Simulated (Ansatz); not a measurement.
SiB₂Os₂:
```
SiB2Os2
1.0
    1.44387    -6.51643     0.00000
    1.44387     6.51643     0.00000
    0.00000     0.00000     2.79333
Si Os B
1 2 2
Cartesian
  0.00000   0.00000   0.00000
  1.44387   1.72615   1.39666
  1.44387  -1.72615   1.39666
  1.44387   3.75010   0.00000
  1.44387  -3.75010   0.00000
```

Relaxed with r²SCAN. Special points in fractions of this cell's reciprocal vectors: Γ (0.000, 0.000, 0.000); Y (-0.500, 0.500, 0.000); C0 (-0.262, 0.738, 0.000); Σ0 (0.262, 0.262, 0.000); Z (0.000, 0.000, 0.500); A0 (0.262, 0.262, 0.500); E0 (-0.262, 0.738, 0.500); T (-0.500, 0.500, 0.500); S (0.000, 0.500, 0.000); R (0.000, 0.500, 0.500).

**Question.** List the band energies nearest the Fermi level at these points for plane-wave PAW r²SCAN (Ansatz code).

**Answer.** In eV from the Fermi level; about four levels below and three above (degenerate sets whole), none deeper than 8.9 eV; points with the same levels are listed once.

```tsv
k	below	above
Γ	-1.27 -0.47 -0.41 -0.32	1.13 1.67 3.62
Y	-0.92 -0.53 -0.35 -0.29	3.20 4.92 5.10
C0	-3.44 -3.42 -1.55 -1.26	0.15 1.41 2.55
Z	-1.63 -1.33 -0.52 -0.05	1.62 2.19 3.04
A0	-2.90 -2.16 -1.99 -1.88	0.34 1.70 1.79
T	-4.43 -3.80 -2.07 -0.77	0.66 1.04 1.26
S	-3.48 -3.41 -1.58 -1.22	0.13 1.49 2.55
R	-2.78 -1.33 -0.81 -0.22	1.70 1.73 1.90
```

Space group Cmmm. The start of the workflow was typed in or built on a structure type; neither database checked (COD, Materials Project) lists it. Its standing as an ambient phase is unchecked. The cell was relaxed with r²SCAN under the symmetry of its start; its stability against distortions is not shown here. The run is not spin-polarised. Its formation energy is positive at this level, so the cell may be metastable or incomplete. Spin–orbit coupling is left out wherever it is not named.

Potentials: the earlier of the program's two PAW sets.
